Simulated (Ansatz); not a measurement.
Relaxed-ion elastic tensor of SiO$_{2}$ in space group P3_121 (No. 152; O on 6c, Si on 3a) in GPa (Voigt order), r²SCAN (plane waves, PAW; program Ansatz); density 2.64 g/cm³, 12.62 Å³ per atom.

```
 86.3    8.8   12.3  -18.2    0.0    0.0
  8.8   86.3   12.3   18.2    0.0    0.0
 12.3   12.3    107    0.0    0.0    0.0
-18.2   18.2    0.0   59.2    0.0    0.0
  0.0    0.0    0.0    0.0   59.2  -18.2
  0.0    0.0    0.0    0.0  -18.2   38.8
```

### Question
Is the crystal mechanically stable?

### Answer
Yes: the smallest eigenvalue of C is 28.1 GPa.

### Question
Work out the Voigt, Reuss and Hill averages.

### Answer
K_V = 38.5, K_R = 38.0, K_H = 38.2; G_V = 47.8, G_R = 40.6, G_H = 44.2 GPa.

### Question
Give Young's modulus, Poisson's ratio, Pugh's ratio and the universal anisotropy index.

### Answer
E = 9KG/(3K + G) = 95.7 GPa; ν = 0.08; K/G = 0.86 (brittle by the Pugh limit of 1.75); A_U = 5G_V/G_R + K_V/K_R − 6 = 0.91.

### Question
Estimate the sound speeds and the Debye temperature.

### Answer
v_l = √((K + 4G/3)/ρ) = 6070 m/s, v_t = √(G/ρ) = 4090 m/s, mean 4470 m/s; Θ = (h/k)(3n/4πV)^(1/3) v_m = 572 K.

### Question
Solve the Christoffel equation for the three sound speeds along x, y, z.

### Answer
Eigenvalues of C_ijkl n_j n_l equal ρv² (piezoelectric stiffening left out). In km/s, slowest first: x 3.26, 5.15, 5.72; y 3.84, 4.36, 6.02; z 4.74, 4.74, 6.36.

### Question
How much does each axis shrink under pressure?

### Answer
Linear compressibilities β_i = Σ_j S_ij (j = 1 to 3): x 9.6, y 9.6, z 7.2 per TPa.

Symmetry was held in the r²SCAN relaxation; phonons on a q-mesh show no instability.

Potentials: the later of the program's two PAW sets.
